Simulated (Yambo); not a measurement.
LiBH4 (space group P6_3mc, No. 186), G0W0@PBEsol in Yambo; all else as in the reference (3×3×2 Γ-centred k mesh, bands 3 to 199 and a 8 Ry block in the screening, 199 bands in G with the Bruneval-Gonze terminator, plasmon pole fitted at 27.2 eV). One parameter is varied: the cutoff of the exchange sum, over 5, 10, 20, 40, 76 Ry.

Problem. From which value on does the gap Γ → Γ stay within 0.05 eV of the largest setting?

Solution. From 10 Ry on.
| cutoff of the exchange sum (Ry) | G0W0 gap (eV) | valence shift (eV) |
|---|---|---|
| 5 | 9.71 | -1.68 |
| 10 | 9.85 | -1.98 |
| 20 | 9.85 | -2.03 |
| 40 | 9.84 | -2.04 |
| 76 | 9.84 | -2.04 |
The last step of the sweep still moves the gap by 1 meV; the other settings are held fixed.

Geometry of the Materials Project entry, not relaxed at this level; primitive cell a = b = 4.2028 Å, c = 7.4201 Å, α = β = 90.00°, γ = 120.00°.

The structure is a Materials Project entry; no match was found in the copy of COD used, and its stability was not checked.

A shift is the quasiparticle energy of the state minus its PBEsol energy.
